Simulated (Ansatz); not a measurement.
Ti₃Sb:
```
Ti3Sb
1.0
    5.15030     0.00000     0.00000
    0.00000     5.15030     0.00000
    0.00000     0.00000     5.15030
Sb Ti
2 6
Direct
  0.00000   0.00000   0.00000
  0.50000   0.50000   0.50000
  0.00000   0.50000   0.25000
  0.00000   0.50000   0.75000
  0.25000   0.00000   0.50000
  0.75000   0.00000   0.50000
  0.50000   0.75000   0.00000
  0.50000   0.25000   0.00000
```

This is the PBEsol-relaxed structure.

Problem. All from the program Ansatz at the PBEsol level (PAW), unless another level is named. Estimate the electronic character.

Solution. metallic (no gap).

Problem. Give the formation energy from the elements (no fitted shifts).

Solution. -0.43 eV/atom.

Problem. Give the density of states at the Fermi level.

Solution. 1.8 states/eV per atom (mean over ±0.08 eV).

Problem. And the gap with spin–orbit coupling?

Solution. none (metallic).

Space group Pm-3n (A15 (Cr3Si type)). The workflow started from an entry of the Crystallography Open Database (COD). Whether it is the stable phase at ambient conditions was not checked. Symmetry was held in the PBEsol relaxation; whether a distortion lowers the energy is not shown. The run is not spin-polarised. The references are the lowest solids computed at this level, not always the standard phases. Scalar-relativistic: spin–orbit coupling is off unless named, which matters more the heavier the elements.

Potentials: the later of the program's two PAW sets.
